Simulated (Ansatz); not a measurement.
A generator proposed this cell of InRu2.

```
CELL_PARAMETERS angstrom
3.33020 0.00000 0.00000
0.00000 3.33020 0.00000
0.00000 0.00000 4.93794
ATOMIC_POSITIONS crystal
In 0.00000 0.00000 0.50000
Ru 0.50000 0.00000 0.77776
Ru 0.00000 0.50000 0.22224
```

Level of theory: DFT PBE, scalar-relativistic, plane waves, PAW (Ansatz 0.2.0). Plane waves to 420 eV, a k mesh through Γ of 6×6×4 on the computed 3-atom cell and Gaussian smearing (0.10 eV); no spin polarisation.

Energies over the elements count from the elements' standard structures at the same level, with no fitted energy shifts.

Question: How far from equilibrium is it?

Answer: The pressure is 58.8 GPa (the mean over three directions, positive in compression), the largest force is 13.46 eV/Å, and the energy is +3.75 eV/atom against the elements. The shortest distance is 2.16 Å.

Question: How much does it gain on relaxing, and where does it end?

Answer: Relaxing gains about 3.5 eV/atom (the start's value is from the coarse mesh, so the gain is rough) in 21 ionic steps and ends at +0.24 eV/atom on the finer mesh. The symmetry stays P-4m2 (No. 115). The volume per atom shrinks by 4.9 %, from 18.3 to 17.4 Å³. The shortest distance goes from 2.16 Å (In–Ru) to 2.56 Å (Ru–Ru). The ratio c/a of the conventional cell changes by a factor of 1.51. Conventional cell: a = 2.856 Å, c = 6.390 Å. In is surrounded by 4 Ru at 2.80 Å and 4 In at 2.86 Å; Ru has 4 Ru at 2.56 Å, 2 In at 2.80 Å and 4 Ru at 2.86 Å.

The last run used a 16×16×8 mesh (in the run's order of axes) for its 3-atom cell and Gaussian smearing of 0.10 eV. The relaxation can't lower the symmetry of the start. Symmetry constrained the relaxation, so the result can be a saddle point. Another cell of InRu2 relaxed alike, in I4/mmm, lies 151 meV/atom lower, so this cell isn't the stable form at this level.
